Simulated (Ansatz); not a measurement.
LaBiS$_{2}$O in space group P4/nmm (No. 129; Pearson symbol tP10), r²SCAN+D4 (plane waves, PAW; program Ansatz), all energies at zero smearing, with the estimated change up to a 700 eV cutoff added, with one set of potentials and settings (totals compare only within such a set). Cell of 10 atoms (2 La, 2 Bi, 4 S, 2 O): -42132.348 eV.

```json
[
 {"element": "La", "reference phase": "P6_3/mmc, 4 atoms in the cell", "E (eV/atom)": "-6264.9585"},
 {"element": "Bi", "reference phase": "R-3m, 2 atoms in the cell", "E (eV/atom)": "-12413.4868"},
 {"element": "S", "reference phase": "P2/c, 32 atoms in the cell", "E (eV/atom)": "-905.9097"},
 {"element": "O", "reference phase": "C2/m, 4 atoms in the cell, spin-polarised", "E (eV/atom)": "-566.0614"}
]
```

Formation energy per atom, worked out: (-42132.348 − 2×(-6264.9585) − 2×(-12413.4868) − 4×(-905.9097) − 2×(-566.0614))/10 = -1.970 eV/atom (-190 kJ per mol of atoms), at 0 K, without zero-point energy or fitted corrections.

The workflow started from a Materials Project entry (that database holds measured and hypothetical structures alike); the Crystallography Open Database copy checked does not list it. Its standing as an ambient phase is unchecked. The cell was relaxed with r²SCAN+D4 under the symmetry of its start. At this level the phase is dynamically unstable (imaginary phonons). The references are the lowest solids computed at this level, not always the standard phases (solids in place of the gases). Spin–orbit coupling is left out wherever it is not named.

Potentials: the earlier of the program's two PAW sets.
